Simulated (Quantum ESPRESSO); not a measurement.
# Moving one atom in In4LiMgNbPd

These are calculations, not measurements. They come from Quantum ESPRESSO 7.5, a public plane-wave density functional program. Each row is one single-point run on a made-up periodic cell of eight metal atoms, with elements, volume, strain and displacements drawn at random and not relaxed, so a cell may be unstable or far from any real phase. There is no spin polarisation or spin-orbit coupling.

Settings: PBE unless stated; PseudoDojo standard norm-conserving files; Fermi-Dirac width 0.25 eV, which means electrons at about 2900 K; cutoff 1143 eV; 5 x 5 x 4 k mesh shifted half a step off Gamma. E is the free energy of the whole cell (internal energy minus TS), so a -TS column is already part of it. Stress is positive in tension, and the pressure P is minus a third of its trace.

Checks: one run of this series was repeated at a higher cutoff and on a denser mesh, which moved values by no more than 0.003 eV, 0.04 GPa and 0.012 eV/Å, and a second program with other atomic files agreed on it to 2 % rms in force and 0.5 GPa in pressure. Known limits: a spin test at this wide smearing found no moment, but such smearing suppresses magnetism that the real alloy may have.

The lattice is face-centred cubic, and the cell vectors in Å are (-2.195, -4.373, -2.137); (-4.284, 2.180, 2.044); (-0.086, 4.460, -4.361), a volume of 163.77 Å³. The elements on sites 1 to 8 are In Mg In Li Nb Pd In In. The runs move the Nb atom on site 5 by u along y from its drawn, already displaced place and keep all else fixed. Forces are on that atom, and E is counted from run 3.

```
run    u (Å)  Fx (eV/Å)  Fy (eV/Å)  Fz (eV/Å)  P (GPa)  E (meV)
  1  -0.0702     -0.350      0.934      0.652     0.74     58.2
  2  -0.0258     -0.357      0.742      0.606     0.56     21.0
  3   0.0053     -0.362      0.610      0.572     0.45      0.0
  4   0.0230     -0.365      0.537      0.552     0.40    -10.2
  5   0.0571     -0.371      0.397      0.512     0.32    -26.1
  6   0.0713          ?          ?          ?        ?        ?
  7   0.0942     -0.377      0.248      0.467     0.25    -38.0
```

## Worked fit

A parabola through the runs shown gives Fy = 0.633 - 4.20 u + 1.3 u² eV/Å, with an error of 0.00 on the linear term and a scatter of 0.000 eV/Å. Minus its integral from run 1 to run 7 is -96 meV, and the table's energies differ by -96 meV.

## Withheld run

Question: what Fy should run 6 give?

The fit gives 0.340 ± 0.001 eV/Å. The calculation gave 0.340 eV/Å.
